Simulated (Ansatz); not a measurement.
Input:

Pt₃W:
```yaml
crystal:
  lattice:
    - [-1.94449, 1.94449, 4.01765]
    - [1.94449, -1.94449, 4.01765]
    - [1.94449, 1.94449, -4.01765]
  atoms:
    - { symbol: Pt, position: [0.75000, 0.25000, 0.50000] }
    - { symbol: Pt, position: [0.25000, 0.75000, 0.50000] }
    - { symbol: Pt, position: [0.50000, 0.50000, 0.00000] }
    - { symbol: W, position: [0.00000, 0.00000, 0.00000] }
```

This is the r²SCAN-relaxed structure.

Task: All from plane-wave PAW r²SCAN (Ansatz code), unless another level is named. Estimate the formation energy from the elements (no fitted shifts).

Result: -0.25 eV/atom.

Task: What about the density of states at the Fermi level?

Result: 0.69 states/eV per atom (mean over ±0.08 eV).

Space group I4/mmm. The workflow started from a Materials Project entry (that database holds measured and hypothetical structures alike); the Crystallography Open Database copy checked does not list it. Whether it is the stable phase at ambient conditions was not checked. Symmetry was held in the r²SCAN relaxation; its stability against distortions is not shown here. No spin polarisation was allowed. The references are the lowest solids computed at this level, not always the standard phases. Spin–orbit coupling is left out wherever it is not named.

Potentials: the later of the program's two PAW sets.
